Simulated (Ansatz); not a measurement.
Y$_{4}$Zn$_{5}$Ge$_{6}$ in space group Cmc2_1 (No. 36; Pearson symbol oS60), r²SCAN (plane waves, PAW; program Ansatz), all energies at zero smearing, with the estimated change up to a 700 eV cutoff added, with one set of potentials and settings (totals compare only within such a set). Cell of 30 atoms (8 Y, 10 Zn, 12 Ge): -115788.778 eV.

```
element                reference phase  E (eV/atom)
-------  -----------------------------  -----------
Y        P6_3/mmc, 2 atoms in the cell   -3859.7073
Zn       P6_3/mmc, 2 atoms in the cell   -3325.6729
Ge          Fd-3m, 2 atoms in the cell   -4302.9041
```

Formation energy per atom, worked out: (-115788.778 − 8×(-3859.7073) − 10×(-3325.6729) − 12×(-4302.9041))/30 = -0.651 eV/atom (-63 kJ per mol of atoms), at 0 K, without zero-point energy or fitted corrections.

The workflow started from a Materials Project entry (that database holds measured and hypothetical structures alike); the Crystallography Open Database copy checked does not list it. Whether it is the stable phase at ambient conditions was not checked. Symmetry was held in the r²SCAN relaxation; its stability against distortions is not shown here. The run is not spin-polarised. The references are the lowest solids computed at this level, not always the standard phases.

Potentials: the later of the program's two PAW sets.
